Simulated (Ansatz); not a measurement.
## ¹¹B NMR of the central transition in CaScBO₄ at a changed volume

Cell: a measured structure from the Crystallography Open Database (COD), relaxed with PBE at fixed cell and then changed (volume scaled by 0.97, ions relaxed).

Space group Pnma (No. 62); a = 10.1791, b = 3.3296, c = 9.3367 Å.

```csv
site,Wyckoff,site symmetry,x,y,z
Ca,4c,.m.,0.5892,0.7500,0.8447
Sc,4c,.m.,0.3927,0.2500,0.5760
B,4c,.m.,0.3020,0.2500,0.8655
O13,4c,.m.,0.5053,0.7500,0.6172
O17,4c,.m.,0.2401,0.2500,0.7340
O21,4c,.m.,0.2692,0.7500,0.4917
O25,4c,.m.,0.4368,0.2500,0.8749
```

One atom of each set is listed.

The numbers come from a DFT calculation in Ansatz (PBE, plane waves and PAW, scalar-relativistic, 420 eV cutoff, Γ-centred 2×6×3 k-points, Fermi–Dirac smearing 0.02 eV).

¹¹B has I = 3/2 and Q = 40.59 mb (Pyykkö 2018); at 18.8 T its Larmor frequency is ν₀ = 256.9 MHz. Only the quadrupole interaction is simulated: positions count from each site's isotropic chemical shift, and J coupling is left out, as are shift anisotropy and dipolar coupling, which fast spinning averages.

(1) Give C_Q, η, the quadrupolar product P_Q = |C_Q|(1 + η²/3)^½, the second-order isotropic shift and the breadth of the pattern (fast magic-angle spinning) for each B site.

Results:

(1) 

| site | first shell | C_Q (MHz) | η | P_Q (MHz) | δ_QIS (ppm) | breadth (kHz) |
| --- | --- | --- | --- | --- | --- | --- |
| B | 3 O at 1.37–1.38 Å | 2.56 | 0.08 | 2.57 | -2.50 | 1.41 |

δ_QIS = −(ν_Q²/30ν₀²)[I(I+1) − 3/4](1 + η²/3) × 10⁶ ppm with ν_Q = 3|C_Q|/[2I(2I−1)]; it falls as 1/B₀² in ppm, and the breadth as 1/B₀ in kHz.

At B V_zz stands upright on the plane through its three neighbours (within 1°).

At this changed cell the PBE pressure is 6 GPa.

The relaxation (6 steps) took 2.9 min of wall time (5.5 min of CPU time) and 1.1 GiB at its peak, on 2 threads of Intel Xeon Processor @ 2.50GHz (Skylake/Cascade Lake) (x86_64; 62 cores open to the job, memory cap 5.0 GiB, no GPU), a shared host with a load of 0.8 a core.
